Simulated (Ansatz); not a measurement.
¹⁷O NMR of the central transition in V2O5

Cell: an entry of the Crystallography Open Database (COD) whose atoms were relaxed with PBE, the cell held.

Space group Pmmn:1 (No. 59); a = 3.5450, b = 11.4980, c = 4.3450 Å.

```
site  Wyckoff  site symmetry       x       y       z
   V       4e            m..  0.0000  0.1485  0.8845
  O5       4e            m..  0.0000  0.3191  0.0053
  O9       2a            mm2  0.0000  0.0000  0.9958
 O11       4e            m..  0.0000  0.1450  0.5198
```

One atom of each set is listed.

Method: Kohn–Sham DFT in Ansatz, PBE, plane waves and PAW, scalar-relativistic, 420 eV cutoff, Γ-centred 6×2×5 k-points, Fermi–Dirac smearing 0.02 eV.

¹⁷O has I = 5/2 and Q = -25.58 mb (Pyykkö 2018); at 21.1 T its Larmor frequency is ν₀ = 121.8 MHz. Only the quadrupole interaction is simulated: positions count from each site's isotropic chemical shift, and J coupling is left out, as are shift anisotropy and dipolar coupling, which fast spinning averages.

(1) Give C_Q, η, the quadrupolar product P_Q = |C_Q|(1 + η²/3)^½, the second-order isotropic shift and the breadth of the pattern (fast magic-angle spinning) for each O site.

Results:

(1) 

```json
{"site": "O5", "first shell": "3 V at 1.87–2.03 Å", "C_Q (MHz)": "3.07", "η": "0.71", "P_Q (MHz)": "3.32", "δ_QIS (ppm)": "-4.46", "breadth (kHz)": "1.25"}
{"site": "O9", "first shell": "2 V at 1.77 Å, angle 148°", "C_Q (MHz)": "3.67", "η": "0.01", "P_Q (MHz)": "3.67", "δ_QIS (ppm)": "-5.44", "breadth (kHz)": "1.43"}
{"site": "O11", "first shell": "1 V at 1.58 Å", "C_Q (MHz)": "0.741", "η": "0.62", "P_Q (MHz)": "0.787", "δ_QIS (ppm)": "-0.250", "breadth (kHz)": "0.0705"}
```

δ_QIS = −(ν_Q²/30ν₀²)[I(I+1) − 3/4](1 + η²/3) × 10⁶ ppm with ν_Q = 3|C_Q|/[2I(2I−1)]; it falls as 1/B₀² in ppm, and the breadth as 1/B₀ in kHz.

At O9 V_zz points along the bisector of its two bonds (within 1°).

The database entry as given showed forces above 3 eV/Å or a pressure above 30 GPa, though relaxing it moves no atom far.
